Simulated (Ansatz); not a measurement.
One starting cell of SnO (a generated cell, SnO placed in the GeS structure type) was relaxed twice with Ansatz (plane waves, PAW, scalar-relativistic): with r2SCAN at 500 eV and with PBE at 420 eV. The r2SCAN result:

Space group P4/nmm, origin choice 1 (No. 129); a = b = 3.807 Å, c = 4.939 Å, α = β = γ = 90.00°

| atom | site | symmetry | x | y | z |
|---|---|---|---|---|---|
| Sn | 2c | 4mm | 0.5000 | 0.0000 | 0.2677 |
| O | 2b | -4m2 | 0.5000 | 0.5000 | 0.5000 |

| quantity | r2SCAN | PBE |
|---|---|---|
| space group | P4/nmm | P4/nmm |
| volume (Å³/atom) | 17.90 | (withheld) |
| a (Å) | 3.807 | (withheld) |
| c (Å) | 4.939 | (withheld) |
| gap (eV, no spin-orbit coupling) | 0.36 | (withheld) |

What does PBE give for the same quantities?


- volume (Å³/atom), PBE: 18.97
- a (Å), PBE: 3.867
- c (Å), PBE: 5.074
- gap (eV, no spin-orbit coupling), PBE: 0.50

Both levels end in the same structure; PBE's volume is 6.0 % larger; its gap is 0.14 eV larger. Neither column is exact.

No spin polarisation in the result.

The run could not lose the symmetry of its start; a randomly shaken copy of 8 atoms returns to this structure.

The first start was generated by placing the elements on the sites of a structure type. A measured structure of SnO has the same space group, P4/nmm (No. 129); the sites were not compared with it.

Ansatz is a first-principles code.
